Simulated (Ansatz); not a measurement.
Sc: clamped-ion strain scan

The calculation used Ansatz, DFT LDA, scalar-relativistic, plane waves, PAW. Cutoff 420 eV, Γ-centred 18×18×10 k-points, Gaussian smearing of 0.15 eV. No spin polarisation. Energies are free energies at this smearing, counted from the undisturbed cell; pressure is positive in compression.

Reference structure (as given, not relaxed at this level; it stands at -5.3 GPa):

```xyz
2
Lattice="3.3088 0.0000 0.0000 -1.6544 2.8655 0.0000 0.0000 0.0000 5.2680" Properties=species:S:1:pos:R:3 pbc="T T T"
Sc    0.0000    1.9103    1.3170
Sc    1.6544    0.9552    3.9510
```

The cell is strained by ε times the Voigt pattern (0, 0, 1, 0, 0, 0) (xx, yy, zz, yz, xz, xy; engineering shear) with fractional coordinates fixed. The cell is metallic on the mesh throughout.

```csv
ε,ΔE (meV/atom),"stress summed along the pattern (GPa, tension positive)",pressure (GPa)
-0.0200,-17.4,4.71,-4.4
-0.0100,-9.4,5.59,-4.8
0.0000,0.0,6.42,-5.3
0.0050,5.2,6.81,-5.5
0.0150,16.4,7.55,-5.8
```